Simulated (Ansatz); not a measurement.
LiCl:
```cif
data_ClLi
_chemical_formula_sum 'Li1 Cl1'
_space_group_name_H-M_alt 'P 1'
_space_group_IT_number 1
_cell_length_a 3.51048
_cell_length_b 3.51048
_cell_length_c 3.51048
_cell_angle_alpha 60.000
_cell_angle_beta 60.000
_cell_angle_gamma 60.000
loop_
_space_group_symop_operation_xyz
  'x, y, z'
loop_
_atom_site_label
_atom_site_type_symbol
_atom_site_fract_x
_atom_site_fract_y
_atom_site_fract_z
_atom_site_occupancy
Li1 Li 0.00000 0.00000 0.00000 1
Cl1 Cl 0.50000 0.50000 0.50000 1
```

Relaxed with LDA.

Q: Give the optical modes at the zone centre with their infrared and Raman activity from DFPT, LDA in the plane-wave PAW code Ansatz.

A: Transverse frequencies, without the LO–TO term; a row sums one degenerate level.

```tsv
ω (cm⁻¹)	degeneracy	IR ((D/Å)²/amu)	Raman (Å⁴/amu)	activity	symmetry
228	3	16.18	0	IR	T1u
```

Q: How high does the top mode go among those that the LO–TO term moves?

A: 412 cm⁻¹ for q along x.

Space group Fm-3m (rock salt). Symmetry was held in the LDA relaxation; phonons on a q-mesh show no instability.

Potentials: the later of the program's two PAW sets.
